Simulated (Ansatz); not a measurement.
CsSnI3 (cubic perovskite)

```
CELL_PARAMETERS angstrom
      6.22445     0.00000     0.00000
      0.00000     6.22445     0.00000
      0.00000     0.00000     6.22445
ATOMIC_POSITIONS crystal
  Cs 0.00000 0.00000 0.00000
  Sn 0.50000 0.50000 0.50000
  I  0.00000 0.50000 0.50000
  I  0.50000 0.50000 0.00000
  I  0.50000 0.00000 0.50000
```

In this cell atom 1 (Cs, nearest neighbour I at 4.401 Å; its periodic images, 6.2 Å or more away, move with it) is moved by s along Cartesian [111], unit vector (0.577, 0.577, 0.577); all other atoms and the cell stay fixed.

Computed with r2SCAN (plane waves to 500 eV, PAW, scalar-relativistic; Ansatz, an electronic-structure program). k mesh 5×5×5 (Γ-centred), Fermi-Dirac smearing 0.05 eV. E stands for the smeared free energy. Compression counts positive. F∥ is the force on the atom along that direction. On this mesh the relaxed cell isn't quite at rest: it carries a pressure of -0.1 GPa (compression positive) at the zero of the scan. CsSnI3 was relaxed with its symmetry unable to fall. Spin-orbit coupling is left out, though I is heavy. This is a high-temperature form of CsSnI3. ΔE is measured from the undisplaced structure.

| s (Å) | ΔE (meV/cell) | F∥ (eV/Å) | P (GPa) |
|---|---|---|---|
| -1.320 | 588 | 1.646 | 1.79 |
| -1.056 | 262 | 0.878 | 0.94 |
| -0.792 | 99 | 0.406 | 0.41 |
| -0.528 | 29 | 0.154 | 0.09 |
| -0.264 | 5 | 0.043 | -0.07 |
| 0.000 | 0 | 0.000 | -0.12 |
| 0.264 | 5 | -0.043 | -0.07 |
| 0.528 | 29 | -0.154 | 0.09 |
| 0.792 | 99 | -0.406 | 0.41 |
| 1.056 | 262 | -0.878 | 0.94 |
| 1.320 | 588 | -1.646 | 1.79 |

Summary:

Energy at s = 1.320 Å: 588 meV/cell
Force along the line at s = -1.320 Å: 1.65 eV/Å
Symmetry of the curve: even: the same for both signs
Shape of the curve: a single well with its minimum at or next to zero displacement

(For displaced atoms, the force is minus the slope of the energy, and its curvature is a force constant, which sets phonon frequencies.)
